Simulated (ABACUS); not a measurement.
A self-consistent single point of CsSnI3 (Pm-3m, 5 atoms in the cell; from Materials Project mp-614013, lattice scaled a little) with ABACUS.

All values come from this method and carry its errors: PBE, numerical atomic orbitals DZP (confined pseudo-atomic orbitals; energy shift 0.01 Ry), PseudoDojo 0.5 standard norm-conserving PBE (tails mended) pseudopotentials run with ABACUS 3.10.1.

```xyz
5
Lattice="6.3258 0.0000 0.0000 0.0000 6.3258 0.0000 0.0000 0.0000 6.3258" Properties=species:S:1:pos:R:3 pbc="T T T"
Cs     3.1629     3.1629     3.1629
Sn     0.0000     0.0000     0.0000
I      3.1629     0.0000     0.0000
I      0.0000     3.1629     0.0000
I      0.0000     0.0000     3.1629
```

Reference input (self-consistent single point, DFT, PBE, numerical atomic orbitals DZP (confined pseudo-atomic orbitals; energy shift 0.01 Ry), PseudoDojo 0.5 standard norm-conserving PBE (tails mended) pseudopotentials): basis = DZP numerical atomic orbitals, energy shift 0.01 Ry; KPT = MP 5 5 5 0 0 0; basis_type = lcao; dft_functional = PBE; ecutwfc = 100 Ry; smearing_method = fd; smearing_sigma = 0.00146997 Ry; potentials = PseudoDojo 0.5 standard norm-conserving PBE (tails mended); symmetry = 1; symmetry_prec = 1e-05; ks_solver = genelpa; scf_nmax = 100. This run's input differs from it in these lines:

```diff
@@ -62,3 +62,3 @@
 MP
-5 5 5 0 0 0
+13 13 13 0 0 0
```

Output (repeated stretches shortened):

```
 SELF-CONSISTENT
 -------------------------------------------

                  longest orb rcut (Bohr) = 10.8
   longest nonlocal projector rcut (Bohr) = 2.66
                     search radius (Bohr) = 26.9

                          real space grid = [ 80, 80, 80 ]
                                 init_chg = atomic

 LCAO ALGORITHM --------------- ION=   1  ELEC=   1--------------------------------

 Density error is 0.0518828301046
 E_KohnSham     -282.1649432952      -3839.0510046611
 E_Fermi        0.2907698651         3.9561269727

 LCAO ALGORITHM --------------- ION=   1  ELEC=   2--------------------------------

   [... lines left out ...]

   [... 4 blocks of this kind left out ...]

 LCAO ALGORITHM --------------- ION=   1  ELEC=   7--------------------------------

 Density error is 2.12253646364e-06
 E_KohnSham     -282.1905518196      -3839.3994265105
 E_Fermi        0.2810722015         3.8241834893

 LCAO ALGORITHM --------------- ION=   1  ELEC=   8--------------------------------

 Density error is 2.87223601854e-07
 E_KohnSham     -282.1905518196      -3839.3994265111
 E_KS(sigma->0) -282.1905518196      -3839.3994265111
 E_entropy(-TS) -0.0000000000        -0.0000000000
 E_Fermi        0.2810719082         3.8241794994
 charge density convergence is achieved
 final etot is -3839.3994265 eV
 EFERMI = 3.8241794994 eV

 STATE ENERGY(eV) AND OCCUPATIONS    NSPIN == 1
   [... 29 lines left out ...]

 --------------------------------------------
 !FINAL_ETOT_IS -3839.3994265110677588 eV
 --------------------------------------------
```

The run converged in 8 iterations. Against the reference run the free energy rises by 4.4 meV/atom.

Spin-orbit coupling is left out, which matters for bands and gaps with elements this heavy. The atom-centred basis is finite, which shifts total energies against plane waves. Forces and stress are left out: the polarisation orbitals used for some of these elements are too diffuse to give them reliably, and gaps can carry the same lack. This run is one point of a test of settings, so its values need not be converged; read them against the reference run alone. The structure comes from a collection of computed structures, made at another level of theory; the collection holds predicted forms beside known ones. Its lattice was then scaled.

Cost on one core: very roughly 22 core-seconds.

The atomic orbitals were generated for these runs; they are not ABACUS's published sets and were checked against plane waves on a few crystals only.

“Tails mended”: in these copies of the files the far tail of each local potential was reset to the Coulomb form.
